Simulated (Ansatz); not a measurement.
The calculation used DFT PBE, scalar-relativistic, plane waves, PAW in Ansatz. All cells share a 420 eV cutoff and Γ-centred k meshes spaced at most about 0.3 Å⁻¹ (about 0.25 or finer for metals, 2π included). No spin polarisation in the final relaxations.

All energies are static (0 K, no zero-point motion).

Two forms of Si3Mo were relaxed alike.

A.

```
CELL_PARAMETERS angstrom
4.19001 0.00000 0.00000
0.00000 4.19001 0.00000
0.00000 0.00000 3.18400
ATOMIC_POSITIONS crystal
Si 0.50000 0.50000 0.00000
Si 0.50000 0.00000 0.50000
Si 0.00000 0.50000 0.50000
Mo 0.00000 0.00000 0.00000
```

B.

```
CELL_PARAMETERS angstrom
4.81199 0.00000 0.00000
0.00000 4.81199 0.00000
0.00000 0.00000 4.81199
ATOMIC_POSITIONS crystal
Si 0.25000 0.00000 0.50000
Si 0.50000 0.75000 0.00000
Si 0.75000 0.00000 0.50000
Si 0.50000 0.25000 0.00000
Si 0.00000 0.50000 0.75000
Si 0.00000 0.50000 0.25000
Mo 0.00000 0.00000 0.00000
Mo 0.50000 0.50000 0.50000
```

Task: Which form is favoured at zero pressure, and by what margin per atom?

Result: B is lower, by 208 meV/atom. A has Si and Mo ordered on bcc sites, space group P4/mmm (No. 123), 14.0 Å³/atom and no gap on its mesh; B has the A15 type, space group Pm-3n (No. 223), 13.9 Å³/atom and no gap. Counting Si atoms around Mo (those within 1.25 times the shortest such distance or 1.15 times the sum of covalent radii; a plus sign parts nearer from farther groups), A has Mo 8+4 and B has Mo 12. B holds Si–Si chains (shortest 2.41 Å); in A the shortest Si–Si distance is 2.63 Å, near bonding range too. In A, Si on a site of symmetry 4/mmm has 8 Si at 2.63 Å, 4 Mo at 2.96 Å and 2 Si at 3.18 Å; around Si on a site of symmetry mmm lie 4 Mo at 2.63 Å, 4 Si at 2.63 Å, 4 Si at 2.96 Å and 2 Si at 3.18 Å; Mo has 8 Si at 2.63 Å, 4 Si at 2.96 Å and 2 Mo at 3.18 Å. In B, around Si lie 2 Si at 2.41 Å, 4 Mo at 2.69 Å and 8 Si at 2.95 Å; Mo is surrounded by 12 Si at 2.69 Å. Both come from invented guesses. A third cell relaxed alike, in Cmc2_1, lies 92 meV/atom below the lower of the two.

Cells relaxed within their symmetry can be saddle points.
